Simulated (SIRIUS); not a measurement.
**Parameter sweep on WS₂ (P6_3/mmc, 6 atoms in the cell; from Materials Project mp-224, lattice scaled a little)**

```yaml
crystal:
  lattice:
    - [3.23485, 0.00000, 0.00000]
    - [-1.61742, 2.80146, 0.00000]
    - [0.00000, 0.00000, 13.18464]
  atoms:
    - { symbol: W, position: [0.33333, 0.66667, 0.25000] }
    - { symbol: W, position: [0.66667, 0.33333, 0.75000] }
    - { symbol: S, position: [0.33333, 0.66667, 0.62980] }
    - { symbol: S, position: [0.66667, 0.33333, 0.37020] }
    - { symbol: S, position: [0.66667, 0.33333, 0.12980] }
    - { symbol: S, position: [0.33333, 0.66667, 0.87020] }
```

Base run A: PBE, GBRV PBE ultrasoft pseudopotentials (SIRIUS), self-consistent single point.

Its settings: parameters.ngridk = 12 12 2; parameters.xc_functionals = [XC_GGA_X_PBE, XC_GGA_C_PBE]; parameters.gk_cutoff = 6.325 1/bohr; parameters.pw_cutoff = 14.143 1/bohr; parameters.smearing = gaussian; parameters.smearing_width = 0.00183747 Ha; potentials = GBRV PBE ultrasoft pseudopotentials; parameters.electronic_structure_method = pseudopotential; parameters.num_bands = 31; parameters.num_mag_dims = 0; parameters.num_dft_iter = 100; parameters.energy_tol = 1e-07 Ha; parameters.density_tol = 1e-06; mixer.type = anderson; mixer.beta = 0.7; mixer.use_hartree = false.

Spin-orbit coupling is left out, which matters for bands and gaps with elements this heavy. The structure comes from a collection of computed structures, made at another level of theory; the collection holds predicted forms beside known ones. Its lattice was then scaled.

ΔF is the free energy per atom less that of run A. 

A variant of run A gave: the free energy goes up by 15.9 meV/atom, the pressure goes from -5.70 to -8.21 GPa, the largest force goes from 0.562 to 1.095 eV/Å and the gap on the mesh goes from 1.225 to 1.298 eV.

Which change was made?
(A) lattice vector c scaled by 0.99
(B) lattice vector c scaled by 1.01
(C) lattice vector c scaled by 0.98
(D) lattice vector c scaled by 1.02

D, lattice vector c scaled by 1.02. That run gave: ΔF (meV/atom) 15.9; pressure (GPa) -8.21; largest force (eV/Å) 1.095; gap on the mesh (eV) 1.298.

The base and the other variants:

```json
[
 {"change": "base", "ΔF (meV/atom)": "0.00", "pressure (GPa)": "-5.70", "largest force (eV/Å)": "0.562", "gap on the mesh (eV)": "1.225"},
 {"change": "lattice vector c scaled by 0.98", "ΔF (meV/atom)": "-3.5", "pressure (GPa)": "-2.88", "largest force (eV/Å)": "0.017", "gap on the mesh (eV)": "0.974"},
 {"change": "lattice vector c scaled by 0.99", "ΔF (meV/atom)": "-3.3", "pressure (GPa)": "-4.33", "largest force (eV/Å)": "0.278", "gap on the mesh (eV)": "1.102"},
 {"change": "lattice vector c scaled by 1.01", "ΔF (meV/atom)": "6.5", "pressure (GPa)": "-7.00", "largest force (eV/Å)": "0.834", "gap on the mesh (eV)": "1.269"}
]
```
